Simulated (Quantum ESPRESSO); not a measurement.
# Quadrupole interaction in CsRb₃Br₄ (changed cell)

```
CELL_PARAMETERS angstrom
      7.17386     0.00000     0.00000
      0.00000     7.17386     0.00000
      0.00000     0.00000     7.17386
ATOMIC_POSITIONS crystal
  Cs 0.00000 0.00000 0.00000
  Br 0.50000 0.00000 0.00000
  Rb 0.00000 0.50000 0.50000
  Br 0.50000 0.50000 0.50000
  Rb 0.50000 0.00000 0.50000
  Br 0.00000 0.00000 0.50000
  Rb 0.50000 0.50000 0.00000
  Br 0.00000 0.50000 0.00000
```
The cell was made here from a computed Materials Project entry: one of 4 Rb replaced by Cs, cell and atoms relaxed (PBE without dispersion, pw.x of a modified build of Quantum ESPRESSO, symmetry kept). The parent is RbBr in Fm-3m; whether this form has been observed was not checked. The swapped cell is a model, not a known phase. Stability against distortions was not tested.

Principal values are ordered |Vxx| ≤ |Vyy| ≤ |Vzz|, η = (Vxx − Vyy)/Vzz, and C_Q = eQVzz/h is given by its size. Cores are frozen. Against all-electron runs on small test molecules, this scheme's |Vzz| missed by −5 % on Br. The structure is static (0 K, no zero-point motion).

Quadrupole moments taken as inputs (sizes, barn, from the tables of PySCF and pymatgen): ¹³³Cs 0.00343, ⁷⁹Br 0.313, ⁸⁵Rb 0.276.

### Question
What do the calculations give at each independent site (field gradients by a PBE PAW density (pw.x of Quantum ESPRESSO, JTH datasets) with the all-electron reconstruction of Petrilli and co-workers, 20 Ha, k-mesh 4×4×4 through Γ)?

### Answer
| site | site symmetry | Vzz (10²¹ V/m²) | η_Q | ∣C_Q∣ (MHz) |
|---|---|---|---|---|
| Cs (atom 1) | m-3m | 0 | – | 0 (¹³³Cs) |
| Br1 (atoms 2, 6, 8) | 4/mmm | -2.51 | 0.00 | 19.0 (⁷⁹Br) |
| Rb (atoms 3, 5, 7) | 4/mmm | under 0.2 | – | under 1.3 (⁸⁵Rb) |
| Br2 (atom 4) | m-3m | 0 | – | 0 (⁷⁹Br) |
